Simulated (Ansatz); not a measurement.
The relaxed structure here is a generated cell of Ir: the first start was made by placing the elements on the sites of a structure type, and the end was not matched to a known phase here, so it may be hypothetical. Known forms of Ir include space group No. 225.

A relaxed cell of Ir (P6/mmm (No. 191)), relaxed on a k-mesh at least as fine as the one used below. Calculation: r2SCAN (plane waves to 500 eV, PAW, scalar-relativistic; Ansatz, a quantum-chemistry and plane-wave program). Γ-centred k-mesh 12×12×12 on the run's cell (coarser than for final values), Fermi–Dirac smearing 0.05 eV.

```yaml
crystal:
  lattice:
    - [8.70066, 0.00000, 0.00000]
    - [-2.17516, 3.76750, 0.00000]
    - [4.35033, 0.00000, 2.68247]
  atoms:
    - { symbol: Ir, position: [0.00000, 0.00000, 0.00000] }
    - { symbol: Ir, position: [0.50000, 0.00000, 0.00000] }
    - { symbol: Ir, position: [0.91667, 0.66667, 0.50000] }
    - { symbol: Ir, position: [0.41667, 0.66667, 0.50000] }
    - { symbol: Ir, position: [0.08333, 0.33333, 0.50000] }
    - { symbol: Ir, position: [0.58333, 0.33333, 0.50000] }
```

The atoms are displaced along an unstable phonon of this cell by (Å):

```csv
atom,ux,uy,uz
Ir1,0.000,0.000,0.000
Ir2,0.000,0.000,0.000
Ir3,-0.075,0.130,0.000
Ir4,0.075,-0.130,0.000
Ir5,-0.075,0.130,0.000
Ir6,0.075,-0.130,0.000
```

What forces (eV/Å) and pressure result?


```tsv
atom	Fx	Fy	Fz
Ir1	0.00	0.00	0.00
Ir2	0.00	0.00	0.00
Ir3	0.12	0.10	0.00
Ir4	0.15	0.05	0.00
Ir5	-0.15	-0.05	0.00
Ir6	-0.12	-0.10	0.00
```

Pressure +0.7 GPa.

The undisplaced cell is probably no minimum: from this displacement the run went on to Ibam (No. 72), 0.11 eV/atom below it.

No spin polarisation in the result.
